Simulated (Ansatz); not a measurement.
## HfTe2, first-principles data

HfTe$_{2}$:
```
CELL_PARAMETERS angstrom
      1.91631     1.10638     6.82842
     -1.91631     1.10638     6.82842
      0.00000    -2.21277     6.82842
ATOMIC_POSITIONS crystal
  Hf 0.00000 0.00000 0.00000
  Te 0.24650 0.24650 0.24650
  Te 0.75350 0.75350 0.75350
```

Space group R-3m (No. 166); conventional cell a = 3.833 Å, b = 3.833 Å, c = 20.485 Å, α = 90.00°, β = 90.00°, γ = 120.00°.

Method: the program Ansatz at the LDA level (PAW). Structure relaxed to zero pressure with the same functional. Other levels are named where they apply.

### Cell and energy

Volume per atom: 28.95 Å³
Density: 8.29 g/cm³
Formation energy from the elements (no fitted shifts): -76 kJ/mol of atoms

### Electronic structure

Electronic character: metallic (no gap)
Density of states at the Fermi level: 0.30 states/eV per atom (mean over ±0.08 eV)

### Mechanics

- Bulk modulus (Birch–Murnaghan fit): 25.7 GPa
- Pressure derivative B′: 10.0

### Phonons

- Highest zone-centre frequency: 181 cm⁻¹
- Zone-centre stability: no imaginary mode at Γ

The cell is a constructed one: a structure type filled with these elements; neither database checked (COD, Materials Project) lists it. Its standing as an ambient phase is unchecked. The cell was relaxed with LDA under the symmetry of its start. No spin polarisation was allowed. A crystal of weakly bound layers computed without a dispersion correction: the cell and the soft elastic constants depend strongly on that. As this level gives no gap, phonon frequencies hold no LO–TO term and depend on the k-mesh and smearing (Fermi–Dirac, 0.1 eV here). The references are the lowest solids computed at this level, not always the standard phases. Scalar-relativistic: spin–orbit coupling is off unless named, which matters more the heavier the elements.

Potentials: the earlier of the program's two PAW sets. The files were generated under PBE; for other functionals the program regenerates the frozen cores, and for LDA and PBEsol the local potential too.
